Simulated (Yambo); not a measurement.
Yambo run on BaTe (rock salt, space group Fm-3m, No. 225). The wavefunctions come from this Quantum ESPRESSO step (PBE, PseudoDojo stringent norm-conserving files, scalar-relativistic):

```
&CONTROL
  calculation = 'nscf'
  pseudo_dir = './pseudo'
  outdir = './out'
/
&SYSTEM
  ibrav = 0
  nat = 2
  ntyp = 2
  ecutwfc = 106.6
  ecutrho = 426.4
  occupations = 'fixed'
  force_symmorphic = .true.
  nbnd = 291
/
&ELECTRONS
  conv_thr = 2e-09
  diago_full_acc = .true.
  diago_thr_init = 1e-08
/
ATOMIC_SPECIES
Te 127.6000 Te.upf
Ba 137.3270 Ba.upf
CELL_PARAMETERS angstrom
  0.000000000000   3.469436955000   3.469436955000
  3.469436955000   0.000000000000   3.469436955000
  3.469436955000   3.469436955000   0.000000000000
ATOMIC_POSITIONS crystal
Te   0.500000000000   0.500000000000   0.500000000000
Ba   0.000000000000   0.000000000000   0.000000000000
K_POINTS automatic
4 4 4 0 0 0
```

Yambo input:

```
rim_cut
gw0
dyson
el_el_corr
HF_and_locXC
ppa
em1d
RandQpts= 1000000
RandGvec= 1 Ry
EXXRLvcs= 106.6 Ry
VXCRLvcs= 426.4 Ry
Chimod= "HARTREE"
% BndsRnXp
 5 | 288 |
%
NGsBlkXp= 12 Ry
% LongDrXp
 1.0 | 1.0 | 1.0 |
%
PPAPntXp= 27.2114 eV
% GbndRnge
 1 | 288 |
%
GTermKind= "BG"
DysSolver= "n"
ExtendOut
% QPkrange
 1 | 1 | 17 | 18 |
 3 | 3 | 17 | 18 |
 7 | 7 | 17 | 18 |
 8 | 8 | 17 | 18 |
%
```

k points by index: 1 = Γ, 3 = L, 7 = X, 8 = W.

Table of the .qp output:

```
#    K-point    Band    Eo [eV]    E [eV]    E-Eo [eV]    Vxc [eV]    Vnlxc [eV]    Sc|Eo [eV]    Sc|E [eV]    dSc/dw|Eo [eV]    Re(Z)    Im(Z)
#
    1    17    0.000000    -0.971971    -0.971971    -12.38554    -14.46086    0.864513    1.103348    -6.685863    0.802759    -0.001362
    1    18    2.999687    3.114521    0.114834    -8.624916    -4.489577    -3.994041    -4.020504    -6.263469    0.812888    -0.001395
    3    17    -1.114762    -2.191647    -1.076885    -11.38798    -13.89339    1.156628    1.428525    -6.869666    0.798428    -0.001677
    3    18    4.178032    4.247697    0.069665    -7.683909    -3.795033    -3.804021    -3.819211    -5.922148    0.821262    -0.001328
    7    17    -0.351410    -1.393011    -1.041601    -12.04459    -14.34354    0.999993    1.257354    -6.722778    0.801885    -0.001527
    7    18    1.548218    1.537921    -0.010297    -7.757786    -4.263392    -3.506942    -3.504691    -6.017962    0.818894    -0.001391
    8    17    -0.898576    -2.001350    -1.102773    -11.22901    -13.72673    1.121169    1.394947    -6.754958    0.801125    -0.001418
    8    18    3.541834    3.675867    0.134032    -9.053468    -4.843063    -4.044832    -4.076373    -6.396320    0.809674    -0.001505
```
(The two width columns are left out.) Convergence of these settings isn't established.

Spin-orbit coupling is not included.

Geometry relaxed with PBEsol.
